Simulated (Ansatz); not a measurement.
**Energy against volume for CeO2 (fluorite)**

CeO₂ (fluorite), conventional cell a = 5.3981 Å, b = 5.3981 Å, c = 5.3981 Å, α = 90.00°, β = 90.00°, γ = 90.00°. The calculation uses the primitive cell of 3 atoms, to which meshes and values per cell refer.

The volume is varied about the relaxed value V₀ at fixed cell shape. Symmetry pins the atoms to their sites.

All values below come from PBEsol (plane waves to 420 eV, PAW, scalar-relativistic; Ansatz, an electronic-structure program). k mesh 11×11×11 (Γ-centred), Fermi-Dirac smearing 0.05 eV. The energy includes the smearing's −TS. Stress and pressure are positive under compression. CeO2 is run without spin polarisation. CeO2 was relaxed with its symmetry unable to fall. The filling of the f shell was not checked against other fillings, so treat energies with care. ΔE is measured from the relaxed starting cell.

```json
[
 {"a (Å)": "5.0933", "ΔE (kJ/mol of atoms)": "26.54", "P (GPa)": "49.0"},
 {"a (Å)": "5.1466", "ΔE (kJ/mol of atoms)": "17.44", "P (GPa)": "37.6"},
 {"a (Å)": "5.1989", "ΔE (kJ/mol of atoms)": "10.58", "P (GPa)": "27.8"},
 {"a (Å)": "5.2501", "ΔE (kJ/mol of atoms)": "5.65", "P (GPa)": "19.3"},
 {"a (Å)": "5.3003", "ΔE (kJ/mol of atoms)": "2.38", "P (GPa)": "11.9"},
 {"a (Å)": "5.3496", "ΔE (kJ/mol of atoms)": "0.57", "P (GPa)": "5.5"},
 {"a (Å)": "5.3981", "ΔE (kJ/mol of atoms)": "0.00", "P (GPa)": "0.0"},
 {"a (Å)": "5.4456", "ΔE (kJ/mol of atoms)": "0.51", "P (GPa)": "-4.8"},
 {"a (Å)": "5.4924", "ΔE (kJ/mol of atoms)": "1.96", "P (GPa)": "-8.9"},
 {"a (Å)": "5.5383", "ΔE (kJ/mol of atoms)": "4.22", "P (GPa)": "-12.5"},
 {"a (Å)": "5.5835", "ΔE (kJ/mol of atoms)": "7.18", "P (GPa)": "-15.5"},
 {"a (Å)": "5.6280", "ΔE (kJ/mol of atoms)": "10.73", "P (GPa)": "-18.2"},
 {"a (Å)": "5.6718", "ΔE (kJ/mol of atoms)": "14.81", "P (GPa)": "-20.5"}
]
```

Read from the data:

```
Quantity                                                   Result
-------------------------------------------------  --------------
Pressure at the smallest volume                          49.0 GPa
Energy cost of the largest compression             275.0 meV/atom
Energy cost of the largest expansion               153.5 meV/atom
Bulk modulus B₀ (third-order Birch-Murnaghan fit)         192 GPa
Pressure derivative B₀′ (fit)                                 4.4
Equilibrium volume of the fit                       13.11 Å³/atom
Pressure for 5 % compression (fit)                       11.0 GPa
```

(Under strain, the slope of the energy per volume gives the stress and its curvature an elastic modulus.)
